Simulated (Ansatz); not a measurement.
Band gap from LDA minus that from HSE06 (eV), each on its own relaxed cell (Ansatz, a program for electronic structure, plane waves, PAW; no spin–orbit coupling, no Hubbard U), by class (classes overlap):

| class | phases | mean | median | mean absolute | 10th percentile | 90th percentile | share above zero (%) |
|---|---|---|---|---|---|---|---|
| transition-metal oxides | 13 | -1.56 | -1.61 | 1.56 | -1.76 | -1.34 | 0 |
| halides | 36 | -1.61 | -1.48 | 1.61 | -2.24 | -1.06 | 0 |
| sulfides, selenides and tellurides | 19 | -1.01 | -1.04 | 1.01 | -1.27 | -0.65 | 0 |
| crystals with elements from indium on | 35 | -1.19 | -1.20 | 1.19 | -1.73 | -0.65 | 0 |
| all crystals | 107 | -1.33 | -1.32 | 1.33 | -1.90 | -0.68 | 0 |

Some cases that may be named, with their rank among the 107 from the lowest: KZnF3, cubic perovskite -2.48 eV (rank 2); NaMgF3, cubic perovskite -2.21 eV (rank 5); RbCl, rock salt -1.33 eV (rank 53); NbAgO3, cubic perovskite -1.32 eV (rank 54); CdSe, rock salt -0.34 eV (rank 106); Sb2Pt, Pa-3 (Pt on 4a, Sb on 8c) -0.11 eV (rank 107).

The phases are those computed here (of each formula those with measured values and the lowest at some level), not a balanced benchmark, and neither functional is the truth. Pairs that end in unlike spin orders or unlike minima (c/a over 6 % apart, 30 % for weakly bound crystals), magnets with 4f shells, solids of gases and phases set aside for tests are left out.

Not the usual ambient phase: CdSe, rock salt. Standing as an ambient phase not checked: NaMgF3, cubic perovskite; NbAgO3, cubic perovskite. Unstable at this level: NaMgF3, cubic perovskite with LDA; NbAgO3, cubic perovskite with LDA. All cells were relaxed under the symmetry of their starts (and spin orders); stability against distortions was not tested throughout. Named crystals with no word on spin ran without spin polarisation. Scalar-relativistic: spin–orbit coupling is off unless named, which matters more the heavier the elements.

Potentials: the later of the program's two PAW sets.

Ansatz is a plane-wave DFT program.
